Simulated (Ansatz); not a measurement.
The relaxed structure here is a generated cell of CoSi2: the first start was made by a random draw of sites in a space group, and the end was not matched to a known phase here, so it may be hypothetical. Known forms of CoSi2 include space group No. 225.

A relaxed structure of CoSi2. Space group R3 (No. 146). Method: PBE (plane waves to 420 eV, PAW, scalar-relativistic; Ansatz, a program for electronic structure).

```cif
data_Co6Si12
_chemical_formula_sum 'Co6 Si12'
_space_group_name_H-M_alt 'R3 :H'
_space_group_IT_number 146
_space_group_name_Hall 'R 3'
_cell_length_a 5.27038
_cell_length_b 5.27038
_cell_length_c 9.80254
_cell_angle_alpha 90.000
_cell_angle_beta 90.000
_cell_angle_gamma 120.000
loop_
_atom_site_label
_atom_site_type_symbol
_atom_site_symmetry_multiplicity
_atom_site_Wyckoff_symbol
_atom_site_fract_x
_atom_site_fract_y
_atom_site_fract_z
_atom_site_occupancy
Co1 Co 3 a 0.00000 0.00000 0.96489 1
Co2 Co 3 a 0.00000 0.00000 0.56771 1
Si1 Si 9 b 0.34110 0.07932 0.12879 1
Si2 Si 3 a 0.00000 0.00000 0.33230 1
```
(The calculation used a cell of 6 atoms; values per cell refer to that cell.)

### Question
Give the magnetic moment at the level PBE.

### Answer
Zero (the starting moments vanished).

No spin polarisation in the result: the starting moments vanished. A magnetic state may lie lower.

The run could not lower the symmetry of its start; a shaken copy of this end point relaxes with PBE to P1 (No. 1), 0.30 eV/atom lower.
